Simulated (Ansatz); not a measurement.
Method: r2SCAN, no spin polarisation; PAW, plane waves to 500 eV, 7×7×7 Γ-centred mesh, fermi-dirac occupations (width 0.1 eV) (Ansatz 0.2.0), atoms fixed.

Computed maps in the lattice plane spanned by a (left to right, 5.60 Å, 17 points from zero) and c (bottom to top, 6.99 Å, 21 points from zero), 90° apart, at height 0.000 along b. The fields are smooth PAW ones with compensation charges, not the true ones near nuclei.

Valence density. Digits on a logarithmic scale: 0 up to 0.03 e/Å³, each further digit a factor of 1.6, 9 from 1.3 e/Å³ up:
```
66643322222233466
66555544444455556
45578876556788755
34699997667999964
24799998668999974
23699997557999963
12579975445799752
01356653223566531
00123321001233210
00000000000000000
00000000000000000
00123321001233210
01356653223566531
12579975445799752
23699997557999963
24799998668999974
34699997667999964
45578876556788755
66555544444455556
66643322222233466
56643211111123466
```

ELF. Ten even steps from '0' (0.00) to '9' (0.87):
```
37951000000001597
99634532222354369
53479874224789743
01698896336988961
02895487337845982
02898786226878982
01799984114899971
00278862002688720
00013310000133100
00000000000000000
00000000000000000
00013310000133100
00278862002688720
01799984114899971
02898786226878982
02895487337845982
01698896336988961
53479874224789743
99634532222354369
37951000000001597
04961000000001694
```

Q: The cell is K$_{2}$BSe$_{2}$O$_{6}$. Which atoms lie within 0.2 Å of this plane, and where (fractions of a and c)?

A: B at (0.00, 0.00), O at (0.74, 0.76), O at (0.28, 0.76), O at (0.26, 0.24), O at (0.72, 0.24). The whole cell:
```
K B Se O
1.0
     5.59600    0.00000    0.00000
    -2.79800    4.84628    0.00000
     0.00000   -3.23085    6.20368
K B Se O
2 1 2 6
Cartesian
  2.7983 1.6153 2.5546
  -0.0003 0.0002 3.6491
  0.0000 0.0000 0.0000
  2.7983 -1.6156 5.4090
  -0.0003 3.2310 0.7947
  4.1010 -2.3677 4.7159
  2.7980 -0.1108 4.7159
  1.4950 -2.3677 4.7159
  -1.3030 3.9832 1.4878
  1.3030 3.9832 1.4878
  0.0000 1.7262 1.4878
```

Origin: a known structure type with other elements, at an estimated volume, so it need not be a known compound. Caveats: odd electron count without spin polarisation, so a magnetic state may lie lower; atoms or cell far from equilibrium.
